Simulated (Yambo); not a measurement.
Yambo run on CaHBr (space group P4/nmm, No. 129). The wavefunctions are PBEsol (Quantum ESPRESSO, PseudoDojo norm-conserving, 72 Ry, with spin-orbit coupling) ones on a 4×4×1 mesh (36 occupied bands); a = b = 3.822 Å, c = 7.774 Å, α = β = γ = 90.00°.

Yambo input:

```
rim_cut
HF_and_locXC
RandQpts= 1000000
RandGvec= 1 Ry
EXXRLvcs= 72 Ry
VXCRLvcs= 288 Ry
% QPkrange
 1 | 1 | 34 | 38 |
 3 | 3 | 36 | 37 |
 6 | 6 | 36 | 37 |
%
```

k points by index: 1 = Γ, 3 = X, 6 = M.

Resulting energies as the program prints them:

```
#    K-point    Band    Eo [eV]    Ehf [eV]    Vxc [eV]    Vnlxc [eV]
#
    1    34    -0.416273    -3.877952    -13.06311    -16.52479
    1    35    -0.006062    -2.686316    -11.40227    -14.08253
    1    36    -0.006062    -2.686316    -11.40227    -14.08253
    1    37    4.194315    9.908016    -11.89663    -6.182932
    1    38    4.194315    9.908016    -11.89663    -6.182932
    3    36    0.000000    -3.379063    -12.47915    -15.85822
    3    37    4.627804    10.50262    -11.62356    -5.748750
    6    36    -0.861734    -4.514497    -11.38927    -15.04203
    6    37    4.149661    9.174756    -10.13607    -5.110975
```
Exchange alone, without screening.

Geometry relaxed with PBE+D3(BJ).
